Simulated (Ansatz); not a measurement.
Ti₂C:
```xyz
3
Lattice="1.5392 0.8886 4.8214 -1.5392 0.8886 4.8214 0.0000 -1.7773 4.8214" Properties=species:S:1:pos:R:3 pbc="T T T"
Ti     0.0000     0.0000     3.5461
Ti     0.0000     0.0000    10.9181
C      0.0000     0.0000     7.2321
```

This is the r²SCAN-relaxed structure.

Q: All from plane-wave PAW r²SCAN (Ansatz code), unless another level is named. Estimate the electronic character.

A: metallic (no gap).

Q: What about the formation energy from the elements (no fitted shifts)?

A: -0.73 eV/atom.

Q: Predict the density of states at the Fermi level.

A: 0.70 states/eV per atom (mean over ±0.08 eV).

Space group R-3m. The first step of the workflow began from a Materials Project structure, measured or hypothetical; the Crystallography Open Database copy checked does not list it. Its standing as an ambient phase is unchecked. The r²SCAN relaxation kept the symmetry of its start; of distortions, only those at the zone centre were tested. The run is not spin-polarised. The references are the lowest solids computed at this level, not always the standard phases.

Potentials: the later of the program's two PAW sets.
